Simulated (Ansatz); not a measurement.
Consider the following.

AgI:
```xyz
8
Lattice="4.3269 0.0000 0.0000 -2.1634 3.7472 0.0000 0.0000 0.0000 14.3814" Properties=species:S:1:pos:R:3 pbc="T T T"
Ag     0.0000     0.0000     4.6543
Ag     0.0000     0.0000    11.8450
Ag     2.1634     1.2491     6.1344
Ag     0.0000     2.4981    13.3251
I      0.0000     0.0000     0.2589
I      0.0000     0.0000     7.4496
I      2.1634     1.2491     3.3338
I      0.0000     2.4981    10.5245
```

This is the LDA-relaxed structure. x, y and z are the axes in which the lattice vectors are written.

### Question
All from the program Ansatz at the LDA level (PAW), unless another level is named. Predict the vibrational entropy at 300 K.

### Answer
51.8 J/(K·mol of atoms).

### Question
What about the Poisson's ratio?

### Answer
0.34.

### Question
And the elastic constants (relaxed ions, GPa)?

### Answer
C11 = 44.0, C12 = 28.6, C13 = 11.7, C33 = 31.5, C44 = 7.2.

### Question
Next, the highest zone-centre frequency (without LO–TO term)?

### Answer
141 cm^-1.

Space group P6_3mc. The first step of the workflow began from a Materials Project structure, measured or hypothetical. Its sites differ from those of the usual phase in this space group: another stacking or structure type. Symmetry was held in the LDA relaxation; whether a distortion lowers the energy is not shown. No spin polarisation was allowed. A crystal of weakly bound layers computed without a dispersion correction: the cell and the soft elastic constants depend strongly on that. Scalar-relativistic: spin–orbit coupling is off unless named, which matters more the heavier the elements.

Potentials: the earlier of the program's two PAW sets. The files were generated under PBE; for other functionals the program regenerates the frozen cores, and for LDA and PBEsol the local potential too.
